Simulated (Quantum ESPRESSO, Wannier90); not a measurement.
**Wannier functions of AgBr (rock salt)**

```xyz
2
Lattice="0.0000 2.8922 2.8922 2.8922 0.0000 2.8922 2.8922 2.8922 0.0000" Properties=species:S:1:pos:R:3 pbc="T T T"
Ag     0.0000     0.0000     0.0000
Br     2.8922     2.8922     2.8922
```

Structure: Materials Project mp-23231, symmetrised, not relaxed again. COD (Crystallography Open Database) has an entry of this formula and space group (matched by these alone). Method: PBEsol plane waves in Quantum ESPRESSO 7.5 (PseudoDojo norm-conserving files, 66 Ry, no spin polarisation, no spin-orbit coupling), Bloch states on a 10×10×10 mesh through Γ, Wannier90 4.0.1. Density: 10×10×10 mesh, Gaussian smearing 0.01 Ry. Spin-orbit coupling, left out, would split the p-like bands by a few tenths of an eV.

Band 5 is isolated and gives one Wannier function a cell (Br2 4s 94 %, Ag1 5s 5 %; spread 1.00 Å²). Its on-site energy is ε = -14.589 eV relative to the valence-band maximum, and its hoppings t(R) = t(−R) to the nearer images are (images within this range that aren't listed have |t| under 5 meV):

```csv
R (lattice vectors; −R alike),distance (Å),t (eV)
0 0 1,4.09,-0.029
0 1 -1,4.09,-0.029
0 1 0,4.09,-0.029
1 -1 0,4.09,-0.029
1 0 -1,4.09,-0.029
1 0 0,4.09,-0.029
1 -1 -1,5.78,-0.007
1 -1 1,5.78,-0.007
1 1 -1,5.78,-0.007
```

Task: Work out the band energy at Γ, X, U, K from these numbers.

Result: For one orbital E(k) = ε + Σ_R 2 t(R) cos(2π k·R), the sum over the listed R.
- Γ, k = (0.000, 0.000, 0.000): E = -14.589 + (-0.029)·(12.00) + (-0.007)·(6.00) = -14.98 eV; pw.x: -14.97 eV
- X, k = (0.500, 0.000, 0.500): E = -14.589 + (-0.029)·(-4.00) + (-0.007)·(6.00) = -14.52 eV; pw.x: -14.51 eV
- U, k = (0.625, 0.250, 0.625): E = -14.589 + (-0.029)·(-3.66) + (-0.007)·(2.00) = -14.50 eV; pw.x: -14.49 eV
- K, k = (0.375, 0.375, 0.750): E = -14.589 + (-0.029)·(-3.66) + (-0.007)·(2.00) = -14.50 eV; pw.x: -14.49 eV

At these points the listed shells miss the plane-wave band by up to 0.01 eV, of a width of 0.49 eV on the path. With all its hoppings the model misses the band by 0.0 meV at worst on the whole path; the listed shells hold nearly all of the dispersion.
